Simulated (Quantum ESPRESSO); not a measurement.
# Al3TaMo2Sc2: input and log of a self-consistent run

Computed values, not a measurement. The program is pw.x of Quantum ESPRESSO 7.5 (plane-wave density functional theory). The cell is made up: eight metal atoms on a face-centred cubic lattice, with elements, volume, strain and displacements drawn at random and not relaxed, so it may be unstable or far from any real phase. PseudoDojo standard norm-conserving files set the functional (PBE unless stated); there is no spin polarisation or spin-orbit coupling, the Fermi-Dirac width of 0.25 eV means electrons at about 2900 K, and the masses in the input are unused placeholders. Heavy elements are run without spin-orbit coupling, which real alloys of them have. A spin test at this wide smearing found no moment, but such smearing suppresses magnetism that the real alloy may have.

Input:

```
&control calculation='scf', pseudo_dir='./dojo.nc.sr.pbe.v0_5.standard.upf', outdir='./o', disk_io='minimal', tprnfor=.true., tstress=.true. /
&system ibrav=0, nat=8, ntyp=4, nbnd=50, ecutwfc=84.00895049, nosym=.true., tot_charge=0,
 occupations='smearing', smearing='fd', degauss=0.0183746611
/
&electrons conv_thr=1.470e-08, electron_maxstep=70, mixing_beta=0.5 /
ATOMIC_SPECIES
Al 1.0 Al.upf
Mo 1.0 Mo.upf
Sc 1.0 Sc.upf
Ta 1.0 Ta.upf
CELL_PARAMETERS angstrom
0.0 0.0 -4.1303
-4.1303 0.0 0.0
2.0652 8.2607 2.0652
ATOMIC_POSITIONS angstrom
Al 0.0252 0.0298 -0.1843
Ta -2.0771 2.1836 0.0843
Mo -0.0421 3.9635 -0.1196
Mo -1.9732 6.0517 -0.1491
Al -2.0161 -0.0359 -2.0374
Sc -0.0319 2.1006 -2.092
Sc -2.0757 4.1309 -1.8449
Al 0.1054 6.1671 -2.1174
K_POINTS automatic
6 6 3 1 1 1
```

The log is shortened where brackets say so; the opening notice, blank lines, dates and the lines on written files are dropped, and the path of the files is cut. It prints rydbergs, bohrs and kilobars, and counts compression as positive stress. Its total energy is the free energy E - TS of the whole cell.

```
     Program PWSCF v.7.5
     Parallel version (MPI & OpenMP), running on       4 processor cores
     Number of MPI processes:                 4
     Threads/MPI process:                     1
     [start-up lines left out]
     bravais-lattice index     =            0
     lattice parameter (alat)  =       7.8051  a.u.
     unit-cell volume          =     950.9915 (a.u.)^3
     number of atoms/cell      =            8
     number of atomic types    =            4
     number of electrons       =        72.00
     number of Kohn-Sham states=           50
     kinetic-energy cutoff     =      84.0090  Ry
     charge density cutoff     =     336.0358  Ry
     scf convergence threshold =      1.5E-08
     mixing beta               =       0.5000
     number of iterations used =            8  plain     mixing
     Exchange-correlation= PBE
                           (   1   4   3   4   0   0   0)
     [axes and pseudopotential details left out]
   Cartesian axes
     site n.     atom                  positions (alat units)
         1        Al     tau(   1) = (   0.0061013   0.0072150  -0.0446215  )
         2        Ta     tau(   2) = (  -0.5028933   0.5286783   0.0204101  )
         3        Mo     tau(   3) = (  -0.0101930   0.9596155  -0.0289567  )
         4        Mo     tau(   4) = (  -0.4777377   1.4651962  -0.0360991  )
         5        Al     tau(   5) = (  -0.4881243  -0.0086919  -0.4932814  )
         6        Sc     tau(   6) = (  -0.0077234   0.5085829  -0.5065007  )
         7        Sc     tau(   7) = (  -0.5025543   1.0001453  -0.4466746  )
         8        Al     tau(   8) = (   0.0255187   1.4931361  -0.5126504  )
     number of k points=    54  Fermi-Dirac smearing, width (Ry)=  0.0184
                       cart. coord. in units 2pi/alat
        k(    1) = (  -0.0833333   0.1249995  -0.0833333), wk =   0.0370370
        k(    2) = (  -0.0833333  -0.2083298  -0.0833333), wk =   0.0370370
     [further k points left out]
     Dense  grid:    98863 G-vectors     FFT dimensions: (  45,  45, 100)
     Estimated max dynamical RAM per process >     287.84 MB
     Estimated total dynamical RAM >       1.05 GB
     Initial potential from superposition of free atoms
     starting charge      71.9836, renormalised to      72.0000
     Starting wfcs are   62 randomized atomic wfcs
     total cpu time spent up to now is        3.8 secs
     per-process dynamical memory:   218.1 Mb
     Self-consistent Calculation
     iteration #  1     ecut=    84.01 Ry     beta= 0.50
     Davidson diagonalization with overlap
     ethr =  1.00E-02,  avg # of iterations =  2.1
     total cpu time spent up to now is       11.2 secs
     total energy              =    -616.60029202 Ry
     estimated scf accuracy    <       3.46445529 Ry
     iteration #  2     ecut=    84.01 Ry     beta= 0.50
     Davidson diagonalization with overlap
     ethr =  4.81E-03,  avg # of iterations =  5.3
     total cpu time spent up to now is       21.4 secs
     total energy              =    -614.43090668 Ry
     estimated scf accuracy    <      72.06529730 Ry
     iteration #  3     ecut=    84.01 Ry     beta= 0.50
     Davidson diagonalization with overlap
     ethr =  4.81E-03,  avg # of iterations =  4.5
     total cpu time spent up to now is       29.5 secs
     total energy              =    -618.41325618 Ry
     estimated scf accuracy    <       3.28949058 Ry
     iteration #  4     ecut=    84.01 Ry     beta= 0.50
     Davidson diagonalization with overlap
     ethr =  4.57E-03,  avg # of iterations =  2.0
     total cpu time spent up to now is       35.6 secs
     total energy              =    -618.63555847 Ry
     estimated scf accuracy    <       1.33073848 Ry
     iteration #  5     ecut=    84.01 Ry     beta= 0.50
     Davidson diagonalization with overlap
     ethr =  1.85E-03,  avg # of iterations =  2.2
     total cpu time spent up to now is       41.8 secs
     total energy              =    -618.72058220 Ry
     estimated scf accuracy    <       0.19887855 Ry
     [iterations 6 to 11 left out]
     iteration # 12     ecut=    84.01 Ry     beta= 0.50
     Davidson diagonalization with overlap
     ethr =  4.70E-08,  avg # of iterations =  5.0
     total cpu time spent up to now is      101.4 secs
     total energy              =    -618.75321952 Ry
     estimated scf accuracy    <       0.00000579 Ry
     iteration # 13     ecut=    84.01 Ry     beta= 0.50
     Davidson diagonalization with overlap
     ethr =  8.04E-09,  avg # of iterations =  5.2
     total cpu time spent up to now is      109.3 secs
     total energy              =    -618.75322042 Ry
     estimated scf accuracy    <       0.00000051 Ry
     iteration # 14     ecut=    84.01 Ry     beta= 0.50
     Davidson diagonalization with overlap
     ethr =  7.14E-10,  avg # of iterations =  4.9
     total cpu time spent up to now is      117.6 secs
     total energy              =    -618.75322049 Ry
     estimated scf accuracy    <       0.00000087 Ry
     iteration # 15     ecut=    84.01 Ry     beta= 0.50
     Davidson diagonalization with overlap
     ethr =  7.14E-10,  avg # of iterations =  1.9
     total cpu time spent up to now is      123.8 secs
     total energy              =    -618.75322056 Ry
     estimated scf accuracy    <       0.00000012 Ry
     iteration # 16     ecut=    84.01 Ry     beta= 0.50
     Davidson diagonalization with overlap
     ethr =  1.72E-10,  avg # of iterations =  1.9
     total cpu time spent up to now is      129.7 secs
     End of self-consistent calculation
     [lines on levels left out]
!    total energy              =    -618.75322057 Ry
     estimated scf accuracy    <       0.00000001 Ry
     smearing contrib. (-TS)   =      -0.10440828 Ry
     internal energy E=F+TS    =    -618.64881228 Ry
     The total energy is F=E-TS. E is the sum of the following terms:
     one-electron contribution =    -324.00642532 Ry
     hartree contribution      =     189.05282292 Ry
     xc contribution           =    -110.02600747 Ry
     ewald contribution        =    -373.66920241 Ry
     convergence has been achieved in  16 iterations
     Forces acting on atoms (cartesian axes, Ry/au):
     atom    1 type  1   force =     0.00342119   -0.03982249    0.03269636
     atom    2 type  4   force =    -0.00104089   -0.04796755   -0.02271108
     atom    3 type  2   force =     0.00796676    0.06576079    0.07881585
     atom    4 type  2   force =    -0.00091090    0.07508168    0.04255171
     atom    5 type  1   force =    -0.00841777   -0.01276541   -0.01693509
     atom    6 type  3   force =     0.01234446   -0.06999507   -0.00228045
     atom    7 type  3   force =     0.00113721    0.03469095   -0.10515786
     atom    8 type  1   force =    -0.01450005   -0.00498291   -0.00697944
     Total force =     0.204101     Total SCF correction =     0.000442
     Computing stress (Cartesian axis) and pressure
          total   stress  (Ry/bohr**3)                   (kbar)     P=       38.90
   0.00009150   0.00000367   0.00002472           13.46        0.54        3.64
   0.00000367   0.00028617  -0.00002772            0.54       42.10       -4.08
   0.00002472  -0.00002772   0.00041567            3.64       -4.08       61.15
     init_run     :      3.60s CPU      3.75s WALL (       1 calls)
     electrons    :    125.60s CPU    125.91s WALL (       1 calls)
     forces       :      1.30s CPU      1.30s WALL (       1 calls)
     stress       :      4.58s CPU      4.58s WALL (       1 calls)
     [timing details left out]
     PWSCF        :   2m15.19s CPU   2m15.66s WALL
     JOB DONE.
```

In other units: free energy -8418.566 eV for the cell, pressure 3.89 GPa, largest force component 2.704 eV/Å in size. The run took 137 s of wall time with four MPI processes on a shared machine (AMD EPYC, Zen 5, virtual cores), so the time is rough. A rerun of this cell at a higher cutoff and on a denser mesh moved values by no more than 0.003 eV in energy, 0.02 GPa in stress and 0.004 eV/Å in force, and a second program with other atomic files agreed on that cell to 2 % rms in force and 0.5 GPa in pressure.